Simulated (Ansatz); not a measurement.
# SiC: do energies and stresses tell the same story?

Computed with DFT r2SCAN, scalar-relativistic, plane waves, PAW (Ansatz).

Plane waves to 500 eV, a k mesh through Γ of 10×10×10 on the computed 2-atom cell and Gaussian smearing (0.02 eV); no spin polarisation.

Relaxed cell: F-43m, a = 4.356 Å, b = 4.356 Å, c = 4.356 Å, α = 90.00°, β = 90.00°, γ = 90.00°, 2 atoms in the primitive cell.

Energies at zero smearing and pressures from the stress tensor, at volumes with shape and atoms relaxed:
```csv
V (Å³/atom),E − E(first) (meV/atom),P (GPa)
9.094,0.00,37.09
9.404,-60.47,25.68
9.714,-100.41,15.84
10.024,-122.64,7.34
10.334,-129.56,0.00
10.644,-123.27,-6.35
10.954,-105.56,-11.82
11.368,-66.87,-17.97
```

Check P = −dE/dV between neighbouring volumes, and get the bulk modulus from the pressures alone.

With 1 eV/Å³ = 160.2 GPa:
```tsv
middle V (Å³/atom)	−ΔE/ΔV (GPa)	mean P (GPa)
9.249	31.249	31.388
9.559	20.639	20.762
9.869	11.488	11.590
10.179	3.579	3.668
10.489	-3.253	-3.175
10.799	-9.150	-9.083
11.161	-14.996	-14.893
```

The two differ by 0.14 GPa at most. The mean of two end pressures misses the average over a step by about ΔV² P″/12, up to 0.14 GPa here; with that taken off 0.00 GPa remains. Around V = 10.334 Å³/atom, the two neighbours give B = −V ΔP/ΔV = 10.334 × 13.69 / 0.620 = 228.1 GPa, against B0 = 227.0 GPa from the Birch–Murnaghan fit of the energies.